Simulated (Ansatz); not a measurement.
# Does relaxation matter for the field gradients of ZnS with Rb replacing Zn?

Start: a supercell of ZnS (space group P6_3mc) built from a structure deposited in the COD (the entry's cell lengths or inner coordinates differ somewhat from later room-temperature determinations), with all atoms left at the host's positions.

Space group P31m (No. 157); a = 6.6026, c = 18.6900 Å, γ = 120.00°.

| site | Wyckoff | site symmetry | x | y | z |
| --- | --- | --- | --- | --- | --- |
| Rb | 1a | 3.m | 0.0000 | 0.0000 | 0.0000 |
| Zn2 | 2b | 3.. | 0.3333 | 0.6667 | 0.0000 |
| Zn4 | 1a | 3.m | 0.0000 | 0.0000 | 0.5000 |
| Zn5 | 2b | 3.. | 0.3333 | 0.6667 | 0.5000 |
| Zn7 | 3c | ..m | 0.3333 | 0.3333 | 0.1667 |
| Zn10 | 3c | ..m | 0.3333 | 0.0000 | 0.6667 |
| Zn13 | 3c | ..m | 0.3333 | 0.0000 | 0.3333 |
| Zn16 | 3c | ..m | 0.3333 | 0.3333 | 0.8333 |
| S19 | 1a | 3.m | 0.0000 | 0.0000 | 0.1250 |
| S20 | 2b | 3.. | 0.3333 | 0.6667 | 0.1250 |
| S22 | 1a | 3.m | 0.0000 | 0.0000 | 0.6250 |
| S23 | 2b | 3.. | 0.3333 | 0.6667 | 0.6250 |
| S25 | 3c | ..m | 0.3333 | 0.3333 | 0.2917 |
| S28 | 3c | ..m | 0.3333 | 0.0000 | 0.7917 |
| S31 | 3c | ..m | 0.3333 | 0.0000 | 0.4583 |
| S34 | 3c | ..m | 0.3333 | 0.3333 | 0.9583 |

One atom of each set is listed.

Computed with Ansatz: DFT, PBE, plane waves and PAW, scalar-relativistic, 420 eV cutoff, Γ-centred 3×3×1 k-points, Fermi–Dirac smearing 0.01 eV, cell charge -1.

The largest force at the start is 6.2 eV/Å. Relaxing the ions at fixed cell moves them by 0.746 Å at most (atom 36, S) and 0.244 Å rms.

```
site  moved (Å)                   first shell before    first shell after  V_zz before (10²¹ V/m²)  η before
  Rb      0.499                   4 S at 2.33–2.34 Å   4 S at 2.96–3.02 Å                   -0.006      0.00
 Zn2      0.143                   4 S at 2.33–2.34 Å   4 S at 2.23–2.31 Å                     1.64      0.00
 Zn7      0.068                   4 S at 2.33–2.34 Å   4 S at 2.27–2.35 Å                     1.22      1.00
Zn10      0.030                   4 S at 2.33–2.34 Å   4 S at 2.28–2.34 Å                    -1.08      0.05
Zn16      0.099                   4 S at 2.33–2.34 Å   4 S at 2.27–2.37 Å                    -1.60      0.24
 S19      0.186       3 Zn at 2.33 Å, 1 Rb at 2.34 Å       3 Zn at 2.27 Å                    -9.48      0.00
 S20      0.119                  4 Zn at 2.33–2.34 Å  4 Zn at 2.31–2.33 Å                    -0.59      0.00
 S28      0.108                  4 Zn at 2.33–2.34 Å  4 Zn at 2.28–2.37 Å                     1.10      0.19
 S31      0.023                  4 Zn at 2.33–2.34 Å       4 Zn at 2.33 Å                    -0.61      0.06
 S34      0.746  3 Zn at 2.33–2.34 Å, 1 Rb at 2.33 Å  3 Zn at 2.23–2.27 Å                   -10.17      0.34
```

Q: How do the gradients change?

A: 

```
site  V_zz after  η after  change of V_zz
  Rb        6.85     0.00           +6.86
 Zn2        1.48     0.00           -0.16
 Zn7       -2.40     0.59               –
Zn10       -2.06     0.33           -0.98
Zn16       -3.50     0.63           -1.90
 S19       -9.49     0.00           -0.01
 S20       -0.45     0.00           +0.14
 S28       -2.12     0.32               –
 S31       -0.99     0.19           -0.38
 S34      -11.66     0.94           -1.49
```

The largest change of V_zz along a kept axis is on Rb, from -0.006 to 6.85. In per cent, |V_zz| changes by -10 to +118 on Zn, -23 to +62 on S (all sites that start above 0.5, bar those whose gradient vanishes or changes sign or whose main axis turns by over 40°). Where |V_zz| stays above 0.1 and the axes keep their order, η moves most on S34, from 0.34 to 0.94. On Zn7, S28 the largest principal value lies along another axis in the second run, so the two V_zz can't be compared directly. The table leaves out 6 of the 16 sites, with |V_zz| up to 1.82; their tensors move by 0.61 at most along any direction. The statements above cover all sites. The host's own positions weren't relaxed first, so part of the change far from the defect can be the host's relaxation.

The defect repeats with the cell of 36 atoms, so it feels its images: sites between two images don't show the values beside a lone defect, and zeros or small values of η there can come from the images' arrangement. S and Zn carry a gradient in the pure host already, so the values there aren't the defect's effect alone. A uniform background compensates the cell's charge. Without spin–orbit coupling (the program notes it for Rb) the gradients can shift somewhat, as the gap is small.
Before: With a gap of 1.0 eV on this mesh, small gradients can still move by 0.1 × 10²¹ V/m² or more as the k-mesh gets denser. The cell keeps the host's lattice, where the PBE pressure is 7 GPa (in a charged cell this depends on the convention for the mean potential). The neighbours have not yet relaxed around the defect (largest force 6.2 eV/Å), so the values at and beside it are those of a strained start, not of the defect in a real crystal.
After: The relaxation keeps the site symmetry 3m of the start, so the impurity can move only along its axis; a start off the site could end lower. With a gap of 0.8 eV on this mesh, small gradients can still move by 0.1 × 10²¹ V/m² or more as the k-mesh gets denser.
